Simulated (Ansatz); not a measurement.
Al$_{3}$V:
```cif
data_Al6V2
_chemical_formula_sum 'Al6 V2'
_space_group_name_H-M_alt 'I4/mmm'
_space_group_IT_number 139
_space_group_name_Hall '-I 4 2'
_cell_length_a 3.73833
_cell_length_b 3.73833
_cell_length_c 8.24619
_cell_angle_alpha 90.000
_cell_angle_beta 90.000
_cell_angle_gamma 90.000
loop_
_atom_site_label
_atom_site_type_symbol
_atom_site_symmetry_multiplicity
_atom_site_Wyckoff_symbol
_atom_site_fract_x
_atom_site_fract_y
_atom_site_fract_z
_atom_site_occupancy
Al1 Al 2 b 0.00000 0.00000 0.50000 1
Al2 Al 4 d 0.00000 0.50000 0.25000 1
V1 V 2 a 0.00000 0.00000 0.00000 1
```
(The calculation used a cell of 4 atoms; values per cell refer to that cell.)

Relaxed at zero pressure with PBEsol in the plane-wave PAW code Ansatz.

The volume is raised by 6 % and shape and atoms relax at that volume. What pressure results, and how do the axes share the change?

-6.6 GPa; a 1.9 %, b 1.9 %, c 2.0 %; the energy rises by 19 meV/atom.

Give the new structure.


Space group I4/mmm (No. 139); a = 3.8102 Å, b = 3.8102 Å, c = 8.4144 Å, α = 90.00°, β = 90.00°, γ = 90.00°

```
atom  site  symmetry       x       y       z
----  ----  --------  ------  ------  ------
Al      2b     4/mmm  0.0000  0.0000  0.5000
Al      4d      -4m2  0.0000  0.5000  0.2500
V       2a     4/mmm  0.0000  0.0000  0.0000
```

The phase is kept; no other phase was compared at this pressure.

The workflow started from a Materials Project entry (that database holds measured and hypothetical structures alike); the Crystallography Open Database copy checked does not list it. Its standing as an ambient phase is unchecked. Symmetry was held in the PBEsol relaxation; its stability against distortions is not shown here. The run is not spin-polarised. Axis ratios of metals converge slowly with the k-mesh, so a and c are less sure than the volume.

Potentials: the later of the program's two PAW sets.
